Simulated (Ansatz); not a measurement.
Al₃GaO₆ on the sites of the corundum structure (relaxed group R3), relaxed with r2SCAN in Ansatz: space group R3 (No. 146), trigonal; a = 4.816 Å, c = 13.103 Å in the conventional setting, 8.77 Å³ an atom. Al is surrounded by 6 O at 1.86–1.98 Å; Al is surrounded by 6 O at 1.86–1.97 Å; Al is surrounded by 6 O at 1.86–1.96 Å; Ga is surrounded by 6 O at 1.90–2.08 Å; O is surrounded by 3 Al at 1.86–1.98 Å and 1 Ga at 1.90 Å; O is surrounded by 3 Al at 1.86–1.96 Å and 1 Ga at 2.08 Å. The primitive cell holds 10 atoms in 87.72 Å³. (Calculated; non-magnetic; the phase may be known or hypothetical.)

Computed values: HSE06 (4×4×4) gives a least gap of 6.84 eV and a least direct gap of 6.91 eV. PBEsol's static dielectric constant, on its own cell and averaged over directions, is 11.5.

**What is the density?** The cell holds 3 Al, 1 Ga, 6 O: M = 3×26.982 + 1×69.723 + 6×15.999 = 246.66 u in V = 87.72 Å³. ρ = 1.66054 × M/V = 1.66054 × 246.66/87.72 = 4.669 g/cm³, for the static r2SCAN lattice.

**At what wavelength does absorption set in by HSE06, excitons left aside?** λ = 1239.84 eV nm/E: 181 nm for the least gap, where it needs phonons and is weak, and 179 nm for direct transitions. That lies in the ultraviolet, so by this gap the crystal is transparent to visible light.

**As a gate dielectric 4 nm thick, what equivalent oxide thickness and capacitance would it have, with 3.9 for amorphous SiO₂?** EOT = t × 3.9/κ = 4 × 3.9/11.5 = 1.36 nm; C/A = ε₀κ/t = 8.854 × 11.5/4 = 25.5 fF/µm². This takes the ideal crystal's mean κ, without interface layers; the tensor is anisotropic (10.5, 10.5, 13.6), so an oriented film differs.

The meshes of the hybrids are coarse, so their gaps aren't converged to the digits shown.

For a response run the program warns that the ground state's bands aren't all converged, so ε∞ carries an extra error.
